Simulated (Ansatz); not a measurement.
# Relaxation path: Os (hcp type)

DFT, PBEsol, PAW with Ansatz's default frozen-core files, scalar-relativistic (Ansatz 0.2.0); a Γ-centred 18×18×10 k mesh, Fermi–Dirac smearing of 0.08 eV, no spin polarisation. The run relaxes cell and atoms at a target pressure of 0 GPa.

Command: `ansatz run input.yaml --threads 3 --pin off --max-ram 8192MiB --backend cpu --events-out ev --progress --plain --runs-dir out` It took 8.9 s on 3 threads of Arm Neoverse V2 (shared host), peak memory 0.39 GiB.

PAW: frozen-core files, cutoff 420 eV; forces are relaxed below 0.005 eV/Å.

Each step lists its free energy a cell above the last geometry, the pressure, the cell vectors (Å), and Cartesian positions (Å) with forces (eV/Å).

The first step:

```
step 1  dF = 21.58 meV  P = -0.18 GPa
  cell 2.7056 0.0000 0.0000  -1.3528 2.3432 0.0000  0.0000 0.0000 4.3831
  Os 0.0000 1.5621 1.0958   0.0000 0.0000 0.0000
  Os 1.3528 0.7811 3.2874   0.0000 0.0000 0.0000
```

Spin–orbit coupling is left out, which matters for the heavy atoms. The PAW files were made under PBE.

Question: Where does the relaxation end, and by which steps?

Answer: After 5 geometries, with conventional a, b, c = 2.728, 2.728, 4.311 Å, at 13.894 Å³/atom (0.00 % against the start) in space group P6_3/mmc, with a shortest distance of 2.670 Å. The further steps:
```
step 2  dF = 43.23 meV  P = 1.80 GPa  (not accepted)
  cell 2.7597 0.0000 0.0000  -1.3798 2.3899 0.0000  0.0000 0.0000 4.2088
  Os 0.0000 1.5933 1.0522   0.0000 0.0000 0.0000
  Os 1.3798 0.7966 3.1566   0.0000 0.0000 0.0000
step 3  dF = 0.15 meV  P = -0.78 GPa
  cell 2.7301 0.0000 0.0000  -1.3650 2.3643 0.0000  0.0000 0.0000 4.3130
  Os 0.0000 1.5762 1.0782   0.0000 0.0000 0.0000
  Os 1.3650 0.7881 3.2347   0.0000 0.0000 0.0000
step 4  dF = 0.00 meV  P = 0.08 GPa
  cell 2.7280 0.0000 0.0000  -1.3640 2.3625 0.0000  0.0000 0.0000 4.3109
  Os 0.0000 1.5750 1.0777   0.0000 0.0000 0.0000
  Os 1.3640 0.7875 3.2332   0.0000 0.0000 0.0000
step 5  dF = 0.00 meV  P = 0.00 GPa
  cell 2.7281 0.0000 0.0000  -1.3640 2.3626 0.0000  0.0000 0.0000 4.3115
  Os 0.0000 1.5751 1.0779   0.0000 0.0000 0.0000
  Os 1.3640 0.7875 3.2336   0.0000 0.0000 0.0000
step 6  dF = 0.03 meV  P = 0.00 GPa  (same geometry on a basis chosen anew; earlier energies don't compare to the last digit)
  cell 2.7281 0.0000 0.0000  -1.3640 2.3626 0.0000  0.0000 0.0000 4.3115
  Os 0.0000 1.5751 1.0779   0.0000 0.0000 0.0000
  Os 1.3640 0.7875 3.2336   0.0000 0.0000 0.0000
```
